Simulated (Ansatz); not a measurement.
Values for one crystal, relaxed and computed with DFT-r²SCAN+D4 in the program Ansatz with PAW potentials; other levels are named.

```yaml
volume_per_atom: 21.59 Å³
band_gap: 7.67 eV (indirect)
valence_band_maximum: at A
smallest_direct_gap_on_the_standard_path: 7.86 eV
conduction_band_minimum: at Γ
```

Which of these materials gives this?
A) F, C2/m (F on 4i, F on 4i)
B) S, P2/c (Pearson symbol mP32)
C) N, P4_2/mnm (N on 4f)
D) C, diamond

C, N, P4_2/mnm (N on 4f)

The first step of the workflow began from a Materials Project structure, measured or hypothetical; the Crystallography Open Database copy checked does not list it. It is not the usual solid phase (space group No. 205). Symmetry was held in the r²SCAN+D4 relaxation; whether a distortion lowers the energy is not shown. The substance is a gas or liquid at ambient conditions.

Potentials: the later of the program's two PAW sets.
